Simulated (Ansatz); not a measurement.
# Solid N2: from lattice energy to sublimation

Computed with Ansatz 0.2.0, DFT PBE+D3(BJ), scalar-relativistic, plane waves, PAW.

Settings: cutoff 420 eV, Γ-centred mesh 4×4×4 on the computed 8-atom cell, Gaussian smearing of 0.02 eV; no spin polarisation.

```cif
data_structure
_symmetry_space_group_name_H-M 'P 1'
_symmetry_Int_Tables_number 1
_cell_length_a 5.6590
_cell_length_b 5.6590
_cell_length_c 5.6590
_cell_angle_alpha 90.000
_cell_angle_beta 90.000
_cell_angle_gamma 90.000
_cell_volume 181.22
loop_
_atom_site_label
_atom_site_type_symbol
_atom_site_fract_x
_atom_site_fract_y
_atom_site_fract_z
_atom_site_occupancy
N1 N 0.05619 0.05619 0.05619 1
N2 N 0.44381 0.94381 0.55619 1
N3 N 0.55619 0.44381 0.94381 1
N4 N 0.94381 0.55619 0.44381 1
N5 N 0.94381 0.94381 0.94381 1
N6 N 0.55619 0.05619 0.44381 1
N7 N 0.44381 0.55619 0.05619 1
N8 N 0.05619 0.44381 0.55619 1
```

The relaxed cell holds 4 N2 at 45.3 Å³ each. Per molecule the crystal lies 0.1064 eV below the molecule frozen in its crystal shape, and that shape lies 0.0000 eV above the relaxed free molecule.

**Question.** Put the lattice energy together, estimate the enthalpy of sublimation and the cohesive energy density, and say what binds the crystal.

**Answer.** E_latt = −0.1064 + 0.0000 = -0.1064 eV = -10.3 kJ/mol: the molecule pays 0.0 % of its binding as strain. For rigid molecules with classical lattice modes the gas has 5/2 RT of translation and rotation plus RT of pV, the crystal 5 RT in its lattice modes, so ΔH_sub ≈ −E_latt − (3/2)RT = 10.3 − 3.7 = 6.6 kJ/mol at 298 K (a solid that melts lower is measured colder, with a smaller RT term). The cohesive energy density is −E_latt per molar volume, 10.3 kJ/mol / 27.3 cm³/mol = 376 MPa, and its root, 19 MPa^½, is the solid's counterpart of a solubility parameter (the liquid's is smaller). The D3 term adds -0.096 eV between molecules, 90 % of the binding at this geometry: the functional alone binds little or not at all here. The share depends on the functional that the correction is paired with. The Kohn–Sham gap is 8.24 eV in the free molecule, 8.25 eV in the molecule frozen in its crystal shape and 7.40 eV on the crystal's mesh. From the frozen molecule to the crystal it shows a narrowing, by band width and the neighbours' field; the polarisation that lowers true ionisation gaps in solids isn't in these levels.

Quantum lattice modes, thermal expansion and changes of the internal vibrations are left out, each worth up to a few kJ/mol.

Cost: 3 runs of about 0.65 core-minutes in all, on Arm Neoverse V1 (shared hosts).